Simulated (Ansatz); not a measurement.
Tl:
```xyz
1
Lattice="3.2512 0.0000 0.0000 0.0000 3.2512 0.0000 0.0000 0.0000 3.2512" Properties=species:S:1:pos:R:3 pbc="T T T"
Tl     0.0000     0.0000     0.0000
```

Relaxed with PBE.

Task: List the phonon frequencies at the special points (DFPT on a 4×4×4 q-mesh, Fourier-interpolated; PBE (plane waves, PAW; program Ansatz)).

Result: In cm⁻¹.

```tsv
q	frequencies
Γ	0 0 0
X	17i 17i 76
M	21i 73 73
R	67 67 67
```

Space group Pm-3m (simple cubic). A made-up cell: these elements were put on the sites of a structure type; neither database checked (COD, Materials Project) lists it. It is not the phase usual at ambient conditions (space group No. 194). The cell was relaxed with PBE under the symmetry of its start. At this level the phase is mechanically unstable. As this level gives no gap, phonon frequencies hold no LO–TO term and depend on the k-mesh and smearing (Fermi–Dirac, 0.1 eV here). Spin–orbit coupling is left out wherever it is not named.

Potentials: the later of the program's two PAW sets.
